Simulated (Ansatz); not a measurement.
The calculation used DFT PBE, scalar-relativistic, plane waves, PAW (Ansatz 0.2.0). All cells share a 420 eV cutoff and Γ-centred k meshes spaced at most about 0.3 Å⁻¹ (about 0.25 or finer for metals, 2π included). No spin polarisation in the final relaxations.

All energies are static (0 K, no zero-point motion).

Compare these two cells of BeZn₂Se₃, each relaxed at this level.

A.

Space group P-4m2 (No. 115). a = 4.946 Å, b = 4.946 Å, c = 5.104 Å, α = 90.00°, β = 90.00°, γ = 90.00°
| atom | site | symmetry | x | y | z |
| --- | --- | --- | --- | --- | --- |
| Be | 1d | -4m2 | 0.0000 | 0.0000 | 0.5000 |
| Zn | 2g | 2mm. | 0.0000 | 0.5000 | 0.2232 |
| Se | 1b | -4m2 | 0.5000 | 0.5000 | 0.0000 |
| Se | 1a | -4m2 | 0.0000 | 0.0000 | 0.0000 |
| Se | 1c | -4m2 | 0.5000 | 0.5000 | 0.5000 |

B.

Space group P6/mmm (No. 191). a = 8.535 Å, b = 8.535 Å, c = 2.746 Å, α = 90.00°, β = 90.00°, γ = 120.00°
```json
{"atom": "Be", "site": "1a", "symmetry": "6/mmm", "x": "0.0000", "y": "0.0000", "z": "0.0000"}
{"atom": "Zn", "site": "2c", "symmetry": "-6m2", "x": "0.3333", "y": "0.6667", "z": "0.0000"}
{"atom": "Se", "site": "3f", "symmetry": "mmm", "x": "0.5000", "y": "0.0000", "z": "0.0000"}
```

Question: Which is lower in energy, and by how much?

Answer: A is lower, by 222 meV/atom. A has space group P-4m2 (No. 115), 20.8 Å³/atom and no gap on its mesh; B has space group P6/mmm (No. 191), 28.9 Å³/atom and no gap. Counting Se atoms around Be and Zn (those within 1.25 times the shortest such distance or 1.15 times the sum of covalent radii; a plus sign parts nearer from farther groups; the shortest distance is added where it is long for a bond), A has Be 2 from 2.6 Å, Zn 6 and B has Be 6+12 from 4.3 Å, Zn 3. A holds Se–Se chains (shortest 2.55 Å); in B the shortest Se–Se distance is 2.75 Å, near bonding range too. The denser one is the lower, and pressure would at first widen the difference. Even the lower one lies +0.24 eV/atom against the reference forms of the elements (uncorrected), so neither is stable at this level. Both come from invented guesses. A third cell relaxed alike, in Fmmm, lies 73 meV/atom below the lower of the two.

A magnetic state wasn't ruled out in cells without spin, among them P6/mmm. Cells relaxed within their symmetry can be saddle points.
